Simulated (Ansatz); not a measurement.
Starting cell, Pt (fcc, Cu type):

```
Pt
1.0
    3.97027     0.00000     0.00000
    0.00000     3.97027     0.00000
    0.00000     0.00000     3.97027
Pt
4
Direct
  0.00000   0.00000   0.00000
  0.50000   0.50000   0.00000
  0.50000   0.00000   0.50000
  0.00000   0.50000   0.50000
```

In each cell atom 3 (Pt, nearest neighbour Pt at 2.807 Å; its periodic images, 4.0 Å or more away, move with it) moves by s·(0.000, 0.000, 1.000) (along Cartesian z), the rest being held.

Calculation: PBE (plane waves to 420 eV, PAW, scalar-relativistic; Ansatz, a quantum-chemistry and plane-wave program). k mesh 10×10×10 (Γ-centred), Fermi-Dirac smearing 0.05 eV. The energy includes the smearing's −TS. With partly filled bands, energies and forces of such displacements shift with the k mesh and the smearing. Pt is run without spin polarisation. Pt was relaxed with its symmetry unable to fall. Spin-orbit coupling is left out, though Pt is heavy. ΔE is measured from the undisplaced structure. The last digit holds for this mesh only.

```json
[
 {"s (Å)": "-0.280", "ΔE (meV/cell)": "446.7"},
 {"s (Å)": "-0.224", "ΔE (meV/cell)": "284.1"},
 {"s (Å)": "-0.168", "ΔE (meV/cell)": "159.1"},
 {"s (Å)": "-0.112", "ΔE (meV/cell)": "70.6"},
 {"s (Å)": "-0.056", "ΔE (meV/cell)": "17.6"},
 {"s (Å)": "0.000", "ΔE (meV/cell)": "0.0"},
 {"s (Å)": "0.056", "ΔE (meV/cell)": "17.6"},
 {"s (Å)": "0.112", "ΔE (meV/cell)": "70.6"},
 {"s (Å)": "0.168", "ΔE (meV/cell)": "159.1"},
 {"s (Å)": "0.224", "ΔE (meV/cell)": "284.1"},
 {"s (Å)": "0.280", "ΔE (meV/cell)": "446.7"}
]
```

Task: What force constant k = d²E/ds² at s = 0 does the table give?

Result: 11 eV/Å². It is the second difference of the nearest points, corrected with the next pair.

Task: With k = 11.24 eV/Å² from the forces, is the well harmonic out to s = 0.280 Å?

Result: ½ks² = 441 meV/cell against the computed 447 meV/cell, so the well is close to harmonic there.

(A displaced cell: forces are minus the slopes of the energy, force constants its curvatures, and phonons follow from these.)
